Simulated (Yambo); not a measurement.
BaMg2Sb2 (space group P-3m1, No. 164), G0W0@LDA in Yambo with this input:

```
rim_cut
gw0
dyson
el_el_corr
HF_and_locXC
ppa
em1d
RandQpts= 1000000
RandGvec= 1 Ry
EXXRLvcs= 84 Ry
VXCRLvcs= 336 Ry
Chimod= "HARTREE"
% BndsRnXp
 9 | 236 |
%
NGsBlkXp= 7 Ry
% LongDrXp
 1.0 | 1.0 | 1.0 |
%
PPAPntXp= 27.2114 eV
% GbndRnge
 1 | 236 |
%
GTermKind= "BG"
DysSolver= "n"
ExtendOut
```

On a 3×3×1 mesh, with wavefunctions cut at 84 Ry, the gap (Γ → (0, 0.333, 0)) is 1.928 eV and the valence edge shifts by -0.669 eV.

Q: What happens with this change: 3×3×2 mesh?

A: The gap rises by 0.075 eV, to 2.003 eV; the shift of the valence edge becomes -0.737 eV. Neither run is shown to be the converged limit. The mesh misses a band edge: along a dense path the LDA gap is 0.83 eV against 1.08 eV on the mesh.

The standard potential for Sb keeps a d shell in the valence without the s and p states of that shell. In tests on such compounds this moved G0W0 gaps by up to about 0.9 eV, so absolute quasiparticle energies here are unreliable; differences between settings are what counts.

Spin-orbit coupling is not included.

Geometry of the Materials Project entry, not relaxed at this level; primitive cell a = b = 4.799 Å, c = 8.206 Å, α = β = 90.00°, γ = 120.00°.

A shift is the quasiparticle energy of the state minus its LDA energy.
